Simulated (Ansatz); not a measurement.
TaS₂ in space group R-3m (No. 166; Ta on 3a, S on 6c) at seven volumes, LDA in the plane-wave PAW code Ansatz, shape and atoms relaxed at each. One row is withheld.

| V (Å³/atom) | P (GPa) |
|---|---|
| 16.885 | ? |
| 17.441 | 3.76 |
| 17.998 | 1.58 |
| 18.555 | 0.00 |
| 19.111 | -1.05 |
| 19.668 | -1.66 |
| 20.225 | -1.86 |

Task: Fit the shown pressures and predict the withheld one.

Result: P = (3/2)B₀(x^(7/2) − x^(5/2))[1 + (3/4)(B′ − 4)(x − 1)] with x = (V₀/V)^(2/3). Least squares on the six rows gives V₀ = 18.549 Å³/atom, B₀ = 42.2 GPa, B′ = 13.13. At V = 16.885, x = 1.0647 and P = 6.91 GPa. The run itself gave 6.61 GPa.

The first step of the workflow began from a Materials Project structure, measured or hypothetical; the Crystallography Open Database files this formula in space group No. 166, but the cells were not matched. It is not the phase usual at ambient conditions (space group No. 164). The LDA relaxation kept the symmetry of its start; whether a distortion lowers the energy is not shown. The run is not spin-polarised. A crystal of weakly bound layers computed without a dispersion correction: the cell and the soft elastic constants depend strongly on that. Spin–orbit coupling is left out wherever it is not named.

Potentials: the later of the program's two PAW sets.
